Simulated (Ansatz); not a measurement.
Relaxed-ion elastic tensor of Sn in space group Pm-3m (No. 221; Sn on 1b) in GPa (Voigt order), the program Ansatz at the r²SCAN level (PAW); density 6.90 g/cm³, 28.56 Å³ per atom.

```tsv
	1	2	3	4	5	6
1	117	20.9	20.9	0.0	0.0	0.0
2	20.9	117	20.9	0.0	0.0	0.0
3	20.9	20.9	117	0.0	0.0	0.0
4	0.0	0.0	0.0	6.2	0.0	0.0
5	0.0	0.0	0.0	0.0	6.2	0.0
6	0.0	0.0	0.0	0.0	0.0	6.2
```

**Question.** Is the crystal mechanically stable?

**Answer.** Yes: the smallest eigenvalue of C is 6.2 GPa.

**Question.** Work out the Voigt, Reuss and Hill averages.

**Answer.** K_V = 53.1, K_R = 53.1, K_H = 53.1; G_V = 23.0, G_R = 9.5, G_H = 16.2 GPa.

**Question.** Give Young's modulus, Poisson's ratio, Pugh's ratio and the universal anisotropy index.

**Answer.** E = 9KG/(3K + G) = 44.2 GPa; ν = 0.36; K/G = 3.27 (ductile by the Pugh limit of 1.75); A_U = 5G_V/G_R + K_V/K_R − 6 = 7.14.

**Question.** Estimate the sound speeds and the Debye temperature.

**Answer.** v_l = √((K + 4G/3)/ρ) = 3290 m/s, v_t = √(G/ρ) = 1530 m/s, mean 1730 m/s; Θ = (h/k)(3n/4πV)^(1/3) v_m = 168 K.

**Question.** Give the Zener ratio and Young's modulus along [100], [110] and [111].

**Answer.** A = 2C44/(C11 − C12) = 0.13; 1/E = S11 − 2(S11 − S12 − S44/2)Γ with Γ = 0, 1/4, 1/3 gives 111, 22.5, 17.8 GPa.

**Question.** Solve the Christoffel equation for the three sound speeds along [100], [110], [111].

**Answer.** Eigenvalues of C_ijkl n_j n_l equal ρv². In km/s, slowest first: [100] 0.94, 0.94, 4.12; [110] 0.94, 2.64, 3.30; [111] 2.23, 2.23, 2.98.

The cell is a constructed one: a structure type filled with these elements; neither database checked (COD, Materials Project) lists it. It is not the phase usual at ambient conditions (space group No. 141). The r²SCAN relaxation kept the symmetry of its start; whether a distortion lowers the energy is not shown. As this level gives no gap, shear constants depend on the k-mesh and smearing (Fermi–Dirac, 0.1 eV here). Scalar-relativistic: spin–orbit coupling is off unless named, which matters more the heavier the elements.

Potentials: the later of the program's two PAW sets.
